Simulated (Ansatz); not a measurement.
AlAs (zinc blende, F-43m), DFT-PBE in the program Ansatz with PAW potentials. The conduction-band minimum lies at X, with 3 equivalent valleys. Second derivatives d²E/dk² of the lowest band at one valley (eV·Å²), along Cartesian directions:

```
direction  d²E/dk²
---------  -------
[100]        8.489
[010]        31.32
[001]        31.32
[110]        19.91
[101]        19.91
[011]        31.21
```

Task: Find the principal effective masses, the density-of-states mass and the conductivity mass.

Result: Off-diagonal terms follow from H_xy = H[110] − (H_xx + H_yy)/2, and m*/mₑ = 7.620 eV·Å² over each eigenvalue: 0.24, 0.24, 0.90. One valley's DOS mass (m₁m₂m₃)^(1/3) = 0.38, conductivity mass 3/(Σ 1/mᵢ) = 0.32 mₑ.

Task: What effective density of states Nc follows at 300 K for parabolic valleys?

Result: Nc = 2.509e19 × 3 × (0.38)^(3/2) ≈ 1.8e19 cm⁻³.

Task: With the computed static dielectric constant 11.6 (mean of the diagonal), estimate a hydrogenic donor's binding energy and radius.

Result: E = 13.606 eV × 0.32/11.6² ≈ 32 meV; a = 0.529 Å × ε/m* ≈ 19 Å. Semilocal masses tend to be too small where the gap is.

Task: With ε∞ = 9.50 and ω_LO = 381 cm⁻¹, what Fröhlich coupling constant follows?

Result: α = (1/ε∞ − 1/ε0) √(m* × 13.606 eV/ħω_LO) = 0.18.

Symmetry was held in the PBE relaxation; phonons on a q-mesh show no instability. Spin–orbit coupling is left out wherever it is not named.

Potentials: the later of the program's two PAW sets.
